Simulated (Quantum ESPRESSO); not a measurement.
## Band energies of NaYS₂

```
CELL_PARAMETERS angstrom
      1.94902     1.12527     6.45681
     -1.94902     1.12527     6.45681
      0.00000    -2.25053     6.45681
ATOMIC_POSITIONS crystal
  Na 0.00000 0.00000 0.00000
  S  0.24372 0.24372 0.24372
  S  0.75628 0.75628 0.75628
  Y  0.50000 0.50000 0.50000
```

norm-conserving LDA (Quantum ESPRESSO, 88 Ry, without SOC); path ΓLB1,BZΓX,QFP1Z,LP; energies in eV from the valence-band maximum.

```
k (1/Å)  point  band 12  band 13  band 14  band 15  band 16  band 17  band 18  band 19
-------  -----  -------  -------  -------  -------  -------  -------  -------  -------
0.00         Γ    -1.73    -1.73    -0.13     0.00     0.00     3.37     3.37     3.84
0.35              -2.11    -1.64    -1.32    -0.38    -0.19     3.11     4.05     4.13
0.71              -2.51    -2.01    -1.63    -0.99    -0.69     2.68     5.05     5.12
0.94         L    -2.32    -2.05    -1.67    -1.18    -0.71     2.59     5.30     5.35
1.07              -2.38    -2.03    -1.62    -1.20    -0.87     2.75     5.19     5.23
1.43              -2.63    -2.35    -1.64    -1.44    -1.16     3.89     4.36     4.51
1.55        B1    -2.69    -2.26    -1.80    -1.32    -0.99     3.64     4.11     4.76
1.55         B    -2.69    -2.26    -1.80    -1.32    -0.99     3.64     4.11     4.76
1.66              -2.72    -2.02    -1.84    -1.25    -0.82     3.43     3.76     5.13
2.00              -2.57    -1.70    -1.30    -1.24    -0.48     3.19     3.31     5.20
2.33              -2.37    -1.62    -0.97    -0.68    -0.35     3.32     3.49     4.07
2.56         Z    -1.71    -1.67    -1.67    -0.14    -0.14     3.42     3.42     3.62
2.68              -1.68    -1.68    -1.38    -0.12    -0.12     3.41     3.41     3.66
3.04         Γ    -1.73    -1.73    -0.13     0.00     0.00     3.37     3.37     3.84
3.45              -2.16    -1.82    -1.36    -0.62    -0.23     3.50     3.63     4.41
3.75              -2.29    -2.19    -1.71    -1.26    -0.94     3.72     3.91     4.88
4.05              -2.47    -2.38    -1.61    -1.49    -1.17     3.90     4.37     4.52
4.15         X    -2.51    -2.40    -1.74    -1.38    -1.03     3.67     4.41     4.48
4.15         Q    -2.51    -2.40    -1.74    -1.38    -1.03     3.67     4.41     4.48
4.25              -2.42    -2.16    -1.81    -1.33    -0.90     3.24     4.55     4.59
4.55              -2.46    -1.62    -1.35    -1.00    -0.87     2.12     4.93     5.25
4.66         F    -2.47    -1.56    -1.36    -0.90    -0.87     2.01     5.17     5.28
4.66        P1    -2.50    -1.59    -1.43    -0.95    -0.83     2.12     5.07     5.35
4.74              -2.58    -1.56    -1.38    -0.88    -0.83     2.11     4.84     5.24
5.00              -2.51    -1.51    -1.51    -0.73    -0.61     2.45     4.41     4.57
5.27              -2.43    -1.60    -0.88    -0.86    -0.38     3.09     3.81     4.07
5.53         Z    -1.71    -1.67    -1.67    -0.14    -0.14     3.42     3.42     3.62
5.53         L    -2.32    -2.05    -1.67    -1.18    -0.71     2.59     5.30     5.35
5.86         P    -2.50    -1.59    -1.43    -0.95    -0.83     2.12     5.07     5.35
```

The LDA gap is indirect, 2.01 eV, from Γ to F; the smallest direct gap is 2.87 eV.

Geometry relaxed with LDA.
